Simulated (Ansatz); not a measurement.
Zincblende alloy of GaAs and InAs (6 of 32 Ga sites exchanged), 64 atoms

Ansatz, PAW, plane waves. PBEsol relaxation of volume and atoms (shape held) at the single k point (¼, ¼, ¼) without its symmetry partners; single points on the relaxed atoms at the Γ point alone, onto which points of the small cell's zone fold. Arrangement: random. No spin–orbit coupling unless named.

Relaxed structure:

```cif
data_structure
_symmetry_space_group_name_H-M 'P 1'
_symmetry_Int_Tables_number 1
_cell_length_a 11.4811
_cell_length_b 11.4811
_cell_length_c 11.4811
_cell_angle_alpha 90.000
_cell_angle_beta 90.000
_cell_angle_gamma 90.000
_cell_volume 1513.37
loop_
_atom_site_label
_atom_site_type_symbol
_atom_site_fract_x
_atom_site_fract_y
_atom_site_fract_z
_atom_site_occupancy
Ga1 Ga 0.00404 0.00407 0.99990 1
Ga2 Ga 0.00462 0.00443 0.50014 1
Ga3 Ga 0.00214 0.49533 0.00106 1
Ga4 Ga 0.00159 0.49555 0.49694 1
Ga5 Ga 0.49556 0.00451 0.99482 1
Ga6 Ga 0.49553 0.00349 0.50337 1
Ga7 Ga 0.49777 0.49556 0.99767 1
Ga8 Ga 0.24972 0.25007 0.99944 1
Ga9 Ga 0.24805 0.24843 0.49949 1
Ga10 Ga 0.25026 0.75053 0.99938 1
Ga11 Ga 0.24754 0.75097 0.49916 1
Ga12 Ga 0.74950 0.25158 0.99728 1
Ga13 Ga 0.75226 0.24973 0.50135 1
Ga14 Ga 0.24822 0.00217 0.24962 1
Ga15 Ga 0.25197 0.00212 0.74922 1
Ga16 Ga 0.24629 0.49772 0.24688 1
Ga17 Ga 0.24996 0.49757 0.75136 1
Ga18 Ga 0.74778 0.00671 0.74942 1
Ga19 Ga 0.75441 0.49252 0.24723 1
Ga20 Ga 0.74985 0.49400 0.75153 1
Ga21 Ga 0.00286 0.25151 0.24948 1
Ga22 Ga 0.99986 0.24990 0.74963 1
Ga23 Ga 0.00626 0.74731 0.24933 1
Ga24 Ga 0.49763 0.24965 0.24739 1
Ga25 Ga 0.49947 0.24824 0.75094 1
Ga26 Ga 0.49599 0.75157 0.75208 1
In1 In 0.49924 0.49638 0.50090 1
In2 In 0.74986 0.74868 0.99743 1
In3 In 0.75341 0.74990 0.50184 1
In4 In 0.75299 0.00668 0.24953 1
In5 In 0.00463 0.75023 0.75013 1
In6 In 0.49534 0.75006 0.24638 1
As1 As 0.12570 0.12775 0.12559 1
As2 As 0.12636 0.12557 0.62608 1
As3 As 0.12619 0.62378 0.12171 1
As4 As 0.13101 0.61701 0.61789 1
As5 As 0.61801 0.13117 0.11584 1
As6 As 0.62350 0.12814 0.62398 1
As7 As 0.62457 0.61005 0.12493 1
As8 As 0.62518 0.62448 0.63912 1
As9 As 0.37281 0.37451 0.12421 1
As10 As 0.36847 0.36614 0.63145 1
As11 As 0.36834 0.88348 0.11689 1
As12 As 0.37253 0.87425 0.62466 1
As13 As 0.87753 0.37082 0.12313 1
As14 As 0.87515 0.37466 0.62422 1
As15 As 0.88876 0.87488 0.12476 1
As16 As 0.87758 0.89038 0.62650 1
As17 As 0.37365 0.12597 0.37467 1
As18 As 0.37326 0.12757 0.87308 1
As19 As 0.36112 0.62315 0.37364 1
As20 As 0.37382 0.62470 0.87577 1
As21 As 0.88475 0.13381 0.38160 1
As22 As 0.87502 0.12609 0.87573 1
As23 As 0.88138 0.61773 0.36727 1
As24 As 0.87728 0.61017 0.87355 1
As25 As 0.12627 0.37304 0.37336 1
As26 As 0.12517 0.37351 0.87524 1
As27 As 0.12498 0.87599 0.37535 1
As28 As 0.13295 0.88293 0.88020 1
As29 As 0.63153 0.36652 0.36865 1
As30 As 0.62338 0.37262 0.87335 1
As31 As 0.61788 0.88224 0.38035 1
As32 As 0.61826 0.88290 0.86857 1
```

Task: What are the mean bond lengths by pair (pairs within 1.2 times the sum of covalent radii, less contacts 15 % beyond the pair's median; cation–cation pairs of compounds aside; long ionic contacts are cut short by that bound)?

Result: As–Ga 2.462 ± 0.014 Å (standard deviation, 104 bonds); As–In 2.596 ± 0.011 Å (standard deviation, 24 bonds).

Task: What gap lies between the top filled and the lowest empty level in the single points?

Result: HSE06 1.13 eV (35 s on NVIDIA GB200); r²SCAN 0.68 eV (4.5 s on NVIDIA GB200).
